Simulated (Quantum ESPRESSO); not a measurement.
Rb₂CoAgF₆: magnetic shieldings

```
AgCoRb2F6
1.0
    0.00000     4.30183     4.30183
    4.30183     0.00000     4.30183
    4.30183     4.30183     0.00000
Rb Co Ag F
2 1 1 6
Direct
  0.25000   0.25000   0.25000
  0.75000   0.75000   0.75000
  0.00000   0.00000   0.00000
  0.50000   0.50000   0.50000
  0.22035   0.22035   0.77965
  0.77965   0.77965   0.22035
  0.77965   0.22035   0.22035
  0.22035   0.77965   0.77965
  0.22035   0.77965   0.22035
  0.77965   0.22035   0.77965
```
Geometry: a computed entry of the Materials Project; it was not checked against measured cells. It is Rb2CoAgF6 in Fm-3m; whether this form has been observed was not checked. Stability against distortions was not tested. The run has no spin polarisation.

These are absolute shieldings with no macroscopic susceptibility term; δ = σ_ref − σ needs a reference computed alike. By our sweeps, such settings leave a few ppm in absolute σ on light atoms and up to some 20 ppm from Zn on. No spin–orbit coupling; Ag is the heaviest element present. With so small a Kohn–Sham gap, σ hangs strongly on the functional and the mesh. The structure is static (0 K, no zero-point motion).

### Question
What do the calculations give at each independent site (shieldings by GIPAW with PBE in a modified build of Quantum ESPRESSO, on JTH PAW datasets, 22.5 Ha, k-mesh 5×5×5 shifted, f-sum rule met within 0.002 %)?

### Answer
| site | site symmetry | σ_iso (ppm) |
|---|---|---|
| Rb (atoms 1, 2) | -43m | 3166 |
| Co (atom 3) | m-3m | -24587 |
| Ag (atom 4) | m-3m | 3159 |
| F (atoms 5, 6, 7, 8, 9, 10) | 4mm | 793 |
